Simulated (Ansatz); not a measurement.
A trial cell of WC was relaxed with PBE (plane waves to 420 eV, PAW, scalar-relativistic; Ansatz, a program for electronic structure).

Before: Pnma (No. 62), oP8; a = 5.3903 Å, b = 3.2704 Å, c = 6.0706 Å, α = 90.00°, β = 90.00°, γ = 90.00°.

After relaxation:

Simulated powder pattern, Cu Kα, λ = 1.54184 Å (kinematic, ideal powder, no thermal factors, no anomalous dispersion; the 24 strongest lines at most, above 1 %, up to 2θ = 90°):

| 2θ (°) | I/Imax (%) |
|---|---|
| 31.10 | 44 |
| 35.53 | 100 |
| 47.92 | 98 |
| 63.80 | 22 |
| 64.84 | 7.0 |
| 72.68 | 26 |
| 75.21 | 12 |
| 76.18 | 24 |
| 83.59 | 21 |

Identify the relaxed structure from its pattern: crystal system, space group and cell.

Hexagonal, P6₃/mmc (No. 194), hP4, NiAs type; a = 2.918 Å, b = 2.918 Å, c = 5.752 Å, α = 90.00°, β = 90.00°, γ = 120.00°. Sites: W 2a (0.000, 0.000, 0.000); C 2d (0.667, 0.333, 0.250).

Index the strongest lines.

31.10° (0002), 35.53° (1 0 -1 0), 47.92° (1 0 -1 2), 72.68° (1 1 -2 2), 76.18° (1 0 -1 4).

No spin polarisation in the result.

The run could not lose the symmetry of its start: the end is stationary, and may be a saddle point rather than a minimum.

The relaxed structure here is a generated cell of WC: the first start was made by placing the elements on the sites of a structure type, and the end was not matched to a known phase here, so it may be hypothetical. Known forms of WC include space group No. 187.
